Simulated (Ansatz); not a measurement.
**Structure relaxation, CeO2**

The start is a generated cell, CeO2 placed in the alpha-quartz structure type. A full variable-cell relaxation at zero pressure is run with PBE (plane waves to 420 eV, PAW, scalar-relativistic; Ansatz, a quantum-chemistry and plane-wave program). The first steps use a coarse 5×5×4 k-mesh.

Input geometry:
```
CeO2
1.0
    6.23298     0.00000     0.00000
   -3.11649     5.39792     0.00000
    0.00000     0.00000     6.85703
Ce O
3 6
Direct
  0.46990   0.00000   0.83333
  0.00000   0.46990   0.16667
  0.53010   0.53010   0.50000
  0.41300   0.26680   0.71400
  0.73320   0.14620   0.04734
  0.85380   0.58700   0.38067
  0.14620   0.73320   0.95266
  0.26680   0.41300   0.28600
  0.58700   0.85380   0.61933
```
Spin-polarised start, with parallel moments on Ce.

| Item | Value |
|---|---|
| Initial pressure | +10.3 GPa (positive: the cell is compressed) |
| Largest initial force | 0.79 eV/Å, on O4, O5, O6, O7, O8, O9 (atoms numbered as listed) |
| Outcome | The space group goes from P3₁21 (No. 152) to P6₄22 (No. 181), with 9 atoms in the primitive cell |
| Energy released | 0.12 eV/atom |
| Volume change | +26.7 %, from 25.63 to 32.48 Å³/atom |
| Shortest distances (start → end) | The closest pairs of elements (up to four, under 3.6 Å), start → end: Ce–O 2.04 → 2.12 Å; O–O 3.31 → 3.36 Å |
| Band gap at the end | 1.72 eV, direct at Γ (no spin-orbit coupling) |
| Moments at the end | zero (the starting moments vanished) |
| Optimiser moves | 15 |

It ends as:

```cif
data_Ce3O6
_chemical_formula_sum 'Ce3 O6'
_space_group_name_H-M_alt 'P6422'
_space_group_IT_number 181
_space_group_name_Hall 'P 64 2 (0 0 2)'
_cell_length_a 6.75524
_cell_length_b 6.75524
_cell_length_c 7.39651
_cell_angle_alpha 90.000
_cell_angle_beta 90.000
_cell_angle_gamma 120.000
loop_
_atom_site_label
_atom_site_type_symbol
_atom_site_symmetry_multiplicity
_atom_site_Wyckoff_symbol
_atom_site_fract_x
_atom_site_fract_y
_atom_site_fract_z
_atom_site_occupancy
Ce1 Ce 3 d 0.50000 0.00000 0.50000 1
O1 O 6 i 0.22090 0.44180 0.00000 1
```

Final values are on a 6×6×5 k-mesh of the relaxed cell. No spin polarisation in the result: the starting moments vanished. No Hubbard U is applied. The f-shell occupation is the one the SCF fell into and was not checked against other states.

The run could not lose the symmetry of its start, so the end can be a saddle point.

The relaxed structure here is a generated cell of CeO2: the first start was made by placing the elements on the sites of a structure type, and the end was not matched to a known phase here, so it may be hypothetical. Known forms of CeO2 include space group No. 225.
